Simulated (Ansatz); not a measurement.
Data:

GeSe:
```cif
data_Ge4Se4
_chemical_formula_sum 'Ge4 Se4'
_space_group_name_H-M_alt 'P 1'
_space_group_IT_number 1
_cell_length_a 10.62833
_cell_length_b 3.83188
_cell_length_c 4.20199
_cell_angle_alpha 90.000
_cell_angle_beta 90.000
_cell_angle_gamma 90.000
loop_
_space_group_symop_operation_xyz
  'x, y, z'
loop_
_atom_site_label
_atom_site_type_symbol
_atom_site_fract_x
_atom_site_fract_y
_atom_site_fract_z
_atom_site_occupancy
Ge1 Ge 0.11938 0.25000 0.10558 1
Ge2 Ge 0.88062 0.75000 0.89442 1
Ge3 Ge 0.38062 0.75000 0.60558 1
Ge4 Ge 0.61938 0.25000 0.39442 1
Se1 Se 0.85634 0.25000 0.49199 1
Se2 Se 0.14366 0.75000 0.50801 1
Se3 Se 0.64366 0.75000 0.99199 1
Se4 Se 0.35634 0.25000 0.00801 1
```

This is the LDA-relaxed structure.

All from LDA in the plane-wave PAW code Ansatz, unless another level is named. Predict the Hill bulk and shear moduli.

42.0 and 25.5 GPa.

Give the highest zone-centre frequency (without LO–TO term).

214 cm⁻¹.

Space group Pnma. The cell was relaxed with LDA under the symmetry of its start; of distortions, only those at the zone centre were tested. A crystal of weakly bound layers computed without a dispersion correction: the cell and the soft elastic constants depend strongly on that.

Potentials: the earlier of the program's two PAW sets.
